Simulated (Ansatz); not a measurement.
**Structure search: one Ca2TiAlC6N6 candidate**

Level of theory: Ansatz, DFT PBE, scalar-relativistic, plane waves, PAW. Cutoff 420 eV, Gaussian smearing, Γ-centred meshes. Cell and atoms relax first on a coarse mesh and then on a finer one. In between, the cell is made exact in the group found at 0.06 Å. In metals the finer mesh still leaves noise of several meV/atom or more. The steps can't lower the symmetry of their start. Collinear spin, starting moments Ti 1.0 μB; they died out on the coarse mesh, so the last step has no spin.

The guess for Ca2TiAlC6N6 was made by a generator: cyanide-bridged rock-salt net of two metals, 2 guest cations a cell (Fm-3m, No. 225). Lengths were set from tabulated atomic sizes, so they are only a guess.

```yaml
crystal:
  lattice:
    - [0.00000, 5.07500, 5.07500]
    - [5.07500, 0.00000, 5.07500]
    - [5.07500, 5.07500, 0.00000]
  atoms:
    - { symbol: Ca, position: [0.25000, 0.25000, 0.25000] }
    - { symbol: Ca, position: [0.75000, 0.75000, 0.75000] }
    - { symbol: Ti, position: [0.50000, 0.50000, 0.50000] }
    - { symbol: Al, position: [0.00000, 0.00000, 0.00000] }
    - { symbol: C, position: [0.81527, 0.18473, 0.18473] }
    - { symbol: C, position: [0.18473, 0.81527, 0.18473] }
    - { symbol: C, position: [0.18473, 0.18473, 0.81527] }
    - { symbol: C, position: [0.18473, 0.81527, 0.81527] }
    - { symbol: C, position: [0.81527, 0.18473, 0.81527] }
    - { symbol: C, position: [0.81527, 0.81527, 0.18473] }
    - { symbol: N, position: [0.70000, 0.30000, 0.30000] }
    - { symbol: N, position: [0.30000, 0.70000, 0.30000] }
    - { symbol: N, position: [0.30000, 0.30000, 0.70000] }
    - { symbol: N, position: [0.30000, 0.70000, 0.70000] }
    - { symbol: N, position: [0.70000, 0.30000, 0.70000] }
    - { symbol: N, position: [0.70000, 0.70000, 0.30000] }
```

Energies over the elements count from the elements' standard structures at the same level (N₂ as a molecule), with no fitted energy shifts.

Task: Where does the relaxation end?

Result: The symmetry stays Fm-3m (No. 225). The volume per atom grows by 11.7 %, from 16.3 to 18.3 Å³. The shortest distance goes from 1.17 Å (C–N) to 1.19 Å (C–N). Conventional cell: a = 10.532 Å. Ca has 12 C at 3.77 Å and 12 N at 3.77 Å (long against covalent radii, as for large ions); around Ti lie 6 N at 2.03 Å; Al has 6 C at 2.05 Å; around C lie 1 N at 1.19 Å, 1 Al at 2.05 Å, 4 C at 2.89 Å, 1 Ti at 3.22 Å and 4 Ca at 3.77 Å; N is surrounded by 1 C at 1.19 Å, 1 Ti at 2.03 Å, 4 N at 2.87 Å, 1 Al at 3.24 Å and 4 Ca at 3.77 Å.

```yaml
crystal:
  lattice:
    - [0.00000, 5.26622, 5.26622]
    - [5.26622, 0.00000, 5.26622]
    - [5.26622, 5.26622, 0.00000]
  atoms:
    - { symbol: Ca, position: [0.25000, 0.25000, 0.25000] }
    - { symbol: Ca, position: [0.75000, 0.75000, 0.75000] }
    - { symbol: Ti, position: [0.50000, 0.50000, 0.50000] }
    - { symbol: Al, position: [0.00000, 0.00000, 0.00000] }
    - { symbol: C, position: [0.80568, 0.19432, 0.19432] }
    - { symbol: C, position: [0.19432, 0.80568, 0.19432] }
    - { symbol: C, position: [0.19432, 0.19432, 0.80568] }
    - { symbol: C, position: [0.19432, 0.80568, 0.80568] }
    - { symbol: C, position: [0.80568, 0.19432, 0.80568] }
    - { symbol: C, position: [0.80568, 0.80568, 0.19432] }
    - { symbol: N, position: [0.69255, 0.30745, 0.30745] }
    - { symbol: N, position: [0.30745, 0.69255, 0.30745] }
    - { symbol: N, position: [0.30745, 0.30745, 0.69255] }
    - { symbol: N, position: [0.30745, 0.69255, 0.69255] }
    - { symbol: N, position: [0.69255, 0.30745, 0.69255] }
    - { symbol: N, position: [0.69255, 0.69255, 0.30745] }
```

Task: How does it come out in energy, and is it a metal?

Result: The energy over the elements is +0.15 eV/atom. The gap on the 6×6×6 mesh of the 16-atom cell is 0 eV (a metal).

It can't be a ground state, since the elements alone are lower.

The last run used Gaussian smearing of 0.10 eV. The reference form of C is held partly by dispersion forces, which this level lacks. A structure relaxed within its symmetry needn't be a true minimum.
